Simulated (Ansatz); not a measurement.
LaSi2Pt2:
```yaml
crystal:
  lattice:
    - [4.30544, 0.00000, 0.00000]
    - [0.00000, 4.30544, 0.00000]
    - [0.00000, 0.00000, 9.86488]
  atoms:
    - { symbol: La, position: [0.00000, 0.50000, 0.25639] }
    - { symbol: La, position: [0.50000, 0.00000, 0.74361] }
    - { symbol: Si, position: [0.00000, 0.00000, 0.50000] }
    - { symbol: Si, position: [0.50000, 0.50000, 0.50000] }
    - { symbol: Si, position: [0.00000, 0.50000, 0.87135] }
    - { symbol: Si, position: [0.50000, 0.00000, 0.12865] }
    - { symbol: Pt, position: [0.00000, 0.00000, 0.00000] }
    - { symbol: Pt, position: [0.50000, 0.50000, 0.00000] }
    - { symbol: Pt, position: [0.00000, 0.50000, 0.61984] }
    - { symbol: Pt, position: [0.50000, 0.00000, 0.38016] }
```

Relaxed with r²SCAN. Special points in fractions of this cell's reciprocal vectors: Γ (0.000, 0.000, 0.000); X (0.000, 0.500, 0.000); M (0.500, 0.500, 0.000); Z (0.000, 0.000, 0.500); R (0.000, 0.500, 0.500); A (0.500, 0.500, 0.500).

List the band energies nearest the Fermi level at these points for DFT-r²SCAN in the program Ansatz with PAW potentials.

In eV from the Fermi level; about four levels below and three above (degenerate sets whole), none deeper than 8.9 eV; points with the same levels are listed once.

| k | below | above |
|---|---|---|
| Γ | -1.33 -1.33 -1.12 -0.95 -0.95 | 0.55 0.85 1.07 |
| X | -0.98 -0.98 -0.60 -0.60 | 0.06 0.06 1.71 1.71 |
| M | -1.05 -1.05 -0.59 -0.59 | 2.69 2.69 2.73 2.73 2.74 2.74 |
| Z | -1.12 -1.10 -1.10 -0.45 | 0.48 0.49 0.90 |
| R | -1.59 -1.59 -0.63 -0.63 | 0.67 0.67 1.93 1.93 |
| A | -1.24 -1.24 -0.58 -0.58 | 2.62 2.62 2.69 2.69 |

Space group P4/nmm. The first step of the workflow began from a Materials Project structure, measured or hypothetical; the Crystallography Open Database copy checked does not list it. COD files the formula under space group No. 139, so this cell is another polymorph or a model. Whether it is the stable phase at ambient conditions was not checked. Symmetry was held in the r²SCAN relaxation; whether a distortion lowers the energy is not shown. The run is not spin-polarised. Scalar-relativistic: spin–orbit coupling is off unless named, which matters more the heavier the elements.

Potentials: the earlier of the program's two PAW sets.
